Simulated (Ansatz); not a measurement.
This is a relaxation of cell and atoms with the plane-wave code Ansatz on an ordered 6-atom cell of Al3As2N on the zincblende lattice (Imm2); the level of theory is PBE. The starting cell was estimated from covalent radii.

```yaml
crystal:
  lattice:
    - [-1.7660004549, 5.2980013647, 2.4975017945]
    - [1.7660004549, -5.2980013647, 2.4975017945]
    - [1.7660004549, 5.2980013647, -2.4975017945]
  atoms:
    - { symbol: "N", position: [0.0, 0.0, 0.0] }
    - { symbol: Al, position: [0.25, 0.75, 0.5] }
    - { symbol: As, position: [0.3333333333, 0.0, 0.3333333333] }
    - { symbol: Al, position: [0.5833333333, 0.75, 0.8333333333] }
    - { symbol: As, position: [0.6666666667, 0.0, 0.6666666667] }
    - { symbol: Al, position: [0.9166666667, 0.75, 0.1666666667] }
kpoints:
  mp_grid: { grid: [8, 8, 8] }
hamiltonian:
  xc: pbe
scf:
  occupations: { method: fermi_dirac, width: 0.02 }
relax:
  f_tol: 0.005
  cell: {}
```

The trajectory has 12 recorded frames, each with fractional positions and then forces in eV/Å along x, y and z. Some frames, the last among them, repeat a geometry solved again on a basis re-selected at its cell; pressure is positive in compression.

Step 1: energy 0.0 meV/atom from step 1, largest force component 6.708 eV/Å, pressure +31.19 GPa; a = 6.118 Å, b = 6.118 Å, c = 6.118 Å, α = 146.44°, β = 60.00°, γ = 131.81°
```
N  0.0000 0.0000 0.0000     0.000   0.000   0.022
Al 0.2500 0.7500 0.5000     0.000   0.000  -6.708
As 0.3333 0.0000 0.3333     0.000   0.153   0.032
Al 0.5833 0.7500 0.8333     0.000   4.768   3.311
As 0.6667 0.0000 0.6667     0.000  -0.153   0.032
Al 0.9167 0.7500 0.1667     0.000  -4.768   3.311
```

Step 2: energy -573.9 meV/atom from step 1, largest force component 2.727 eV/Å, pressure +10.62 GPa; a = 6.280 Å, b = 6.280 Å, c = 6.280 Å, α = 146.30°, β = 60.04°, γ = 131.87°
```
N  0.0032 0.0032 0.0000     0.000   0.000  -0.531
Al 0.2101 0.7101 0.5000     0.000   0.000  -2.727
As 0.3351 0.9988 0.3363     0.000   0.110  -0.187
Al 0.6155 0.7695 0.8460     0.000   2.577   1.816
As 0.6625 0.9988 0.6637     0.000  -0.110  -0.187
Al 0.9236 0.7695 0.1540     0.000  -2.577   1.816
```

Step 3: energy -715.8 meV/atom from step 1, largest force component 1.073 eV/Å, pressure -0.69 GPa; a = 6.544 Å, b = 6.544 Å, c = 6.544 Å, α = 147.66°, β = 58.76°, γ = 132.35°
```
N  0.0030 0.0030 0.0000     0.000   0.000  -0.543
Al 0.1962 0.6962 0.5000     0.000   0.000  -0.910
As 0.3297 0.9930 0.3367     0.000  -0.009  -0.054
Al 0.6370 0.7824 0.8546     0.000   1.073   0.780
As 0.6563 0.9930 0.6633     0.000   0.009  -0.054
Al 0.9278 0.7824 0.1454     0.000  -1.073   0.780
```

Step 4 (rejected): energy -701.7 meV/atom from step 1, largest force component 1.789 eV/Å, pressure +5.61 GPa; a = 6.331 Å, b = 6.331 Å, c = 6.331 Å, α = 146.24°, β = 60.21°, γ = 131.72°
```
N  0.9951 0.9951 0.0000     0.000   0.000   1.645
Al 0.1688 0.6688 0.5000     0.000   0.000   0.687
As 0.3356 0.9976 0.3380     0.000  -0.069  -0.129
Al 0.6618 0.7954 0.8664     0.000  -1.789  -1.037
As 0.6596 0.9976 0.6620     0.000   0.069  -0.129
Al 0.9290 0.7954 0.1336     0.000   1.789  -1.037
```

Problem. How does the relaxation go on, and where does it end?

Solution.
Step 5: energy -745.8 meV/atom from step 1, largest force component 0.332 eV/Å, pressure -0.40 GPa; a = 6.494 Å, b = 6.494 Å, c = 6.494 Å, α = 146.74°, β = 58.88°, γ = 132.89°
```
N  0.0031 0.0031 0.0000     0.000   0.000  -0.332
Al 0.1824 0.6824 0.5000     0.000   0.000  -0.081
As 0.3316 0.9946 0.3370     0.000   0.002  -0.001
Al 0.6474 0.7877 0.8598     0.000   0.257   0.208
As 0.6575 0.9946 0.6630     0.000  -0.002  -0.001
Al 0.9279 0.7877 0.1402     0.000  -0.257   0.208
```

Step 6: energy -747.3 meV/atom from step 1, largest force component 0.017 eV/Å, pressure +0.01 GPa; a = 6.490 Å, b = 6.490 Å, c = 6.490 Å, α = 146.78°, β = 58.84°, γ = 132.92°
```
N  0.9996 0.9996 0.0000     0.000   0.000   0.006
Al 0.1808 0.6808 0.5000     0.000   0.000   0.004
As 0.3319 0.9947 0.3372     0.000  -0.016   0.012
Al 0.6507 0.7901 0.8606     0.000   0.007  -0.017
As 0.6575 0.9947 0.6628     0.000   0.016   0.012
Al 0.9294 0.7901 0.1394     0.000  -0.007  -0.017
```

Step 7: energy -747.3 meV/atom from step 1, largest force component 0.012 eV/Å, pressure 0.00 GPa; a = 6.484 Å, b = 6.484 Å, c = 6.484 Å, α = 146.69°, β = 58.94°, γ = 132.86°
```
N  0.9997 0.9997 0.0000     0.000   0.000   0.004
Al 0.1808 0.6808 0.5000     0.000   0.000   0.012
As 0.3323 0.9952 0.3371     0.000   0.001  -0.010
Al 0.6503 0.7896 0.8607     0.000   0.005   0.002
As 0.6581 0.9952 0.6629     0.000  -0.001  -0.010
Al 0.9289 0.7896 0.1393     0.000  -0.005   0.002
```

Step 8: energy -747.3 meV/atom from step 1, largest force component 0.005 eV/Å, pressure 0.00 GPa; a = 6.485 Å, b = 6.485 Å, c = 6.485 Å, α = 146.68°, β = 58.91°, γ = 132.91°
```
N  0.9999 0.9999 0.0000     0.000   0.000  -0.001
Al 0.1809 0.6809 0.5000     0.000   0.000   0.005
As 0.3321 0.9951 0.3370     0.000   0.004  -0.001
Al 0.6503 0.7895 0.8608     0.000   0.001  -0.001
As 0.6581 0.9951 0.6630     0.000  -0.004  -0.001
Al 0.9288 0.7895 0.1392     0.000  -0.001  -0.001
```

Step 9: energy -747.3 meV/atom from step 1, largest force component 0.001 eV/Å, pressure 0.00 GPa; a = 6.485 Å, b = 6.485 Å, c = 6.485 Å, α = 146.68°, β = 58.90°, γ = 132.92°
```
N  0.9999 0.9999 0.0000     0.000   0.000   0.000
Al 0.1809 0.6809 0.5000     0.000   0.000   0.000
As 0.3321 0.9951 0.3370     0.000  -0.001   0.000
Al 0.6503 0.7895 0.8608     0.000   0.000   0.000
As 0.6580 0.9951 0.6630     0.000   0.001   0.000
Al 0.9287 0.7895 0.1392     0.000   0.000   0.000
```

Step 10: energy -751.9 meV/atom from step 1, largest force component 0.005 eV/Å, pressure +0.35 GPa; a = 6.485 Å, b = 6.485 Å, c = 6.485 Å, α = 146.68°, β = 58.90°, γ = 132.92°
```
N  0.9999 0.9999 0.0000     0.000   0.000   0.005
Al 0.1809 0.6809 0.5000     0.000   0.000  -0.001
As 0.3321 0.9951 0.3370     0.000  -0.001   0.000
Al 0.6503 0.7895 0.8608     0.000  -0.004  -0.002
As 0.6580 0.9951 0.6630     0.000   0.001   0.000
Al 0.9287 0.7895 0.1392     0.000   0.004  -0.002
```

Step 11: energy -751.9 meV/atom from step 1, largest force component 0.001 eV/Å, pressure -0.02 GPa; a = 6.496 Å, b = 6.496 Å, c = 6.496 Å, α = 146.68°, β = 58.86°, γ = 132.97°
```
N  0.9997 0.9997 0.0000     0.000   0.000  -0.001
Al 0.1810 0.6810 0.5000     0.000   0.000   0.001
As 0.3321 0.9951 0.3370     0.000   0.000   0.001
Al 0.6503 0.7895 0.8608     0.000   0.001  -0.001
As 0.6581 0.9951 0.6630     0.000   0.000   0.001
Al 0.9287 0.7895 0.1392     0.000  -0.001  -0.001
```

Step 12: energy -752.0 meV/atom from step 1, largest force component 0.001 eV/Å, pressure -0.02 GPa; a = 6.496 Å, b = 6.496 Å, c = 6.496 Å, α = 146.68°, β = 58.86°, γ = 132.97°
```
N  0.9997 0.9997 0.0000     0.000   0.000  -0.001
Al 0.1810 0.6810 0.5000     0.000   0.000   0.001
As 0.3321 0.9951 0.3370     0.000   0.000   0.001
Al 0.6503 0.7895 0.8608     0.000   0.001  -0.001
As 0.6581 0.9951 0.6630     0.000   0.000   0.001
Al 0.9287 0.7895 0.1392     0.000  -0.001  -0.001
```

The walk took 10 steps, besides SCFs solved again on a fresh basis, and changed the volume by +16.9 %. The last SCF, on a fresh basis, lies 752 meV an atom below the first. Final cell: the symmetry is Imm2 (No. 44, orthorhombic); a = 3.725 Å, b = 11.315 Å, c = 5.183 Å in the conventional setting, 18.21 Å³ an atom. N is surrounded by 4 Al at 1.91–2.09 Å; Al is surrounded by 2 N at 2.09 Å and 2 As at 2.46 Å; As is surrounded by 4 Al at 2.42–2.48 Å; Al is surrounded by 1 N at 1.91 Å and 3 As at 2.42–2.48 Å.

Run as `ansatz run input.yaml --threads 4 --pin off --max-ram 6451MiB --backend cpu --events-out ev --progress --plain --runs-dir out`. It took 57 s on 4 threads of Arm Neoverse V2, with other jobs on the host, load about 0.4 per core; peak host memory 0.56 GiB.

Values at 0 K without nuclear motion; spin polarisation is off, and the phase may be a hypothetical one.
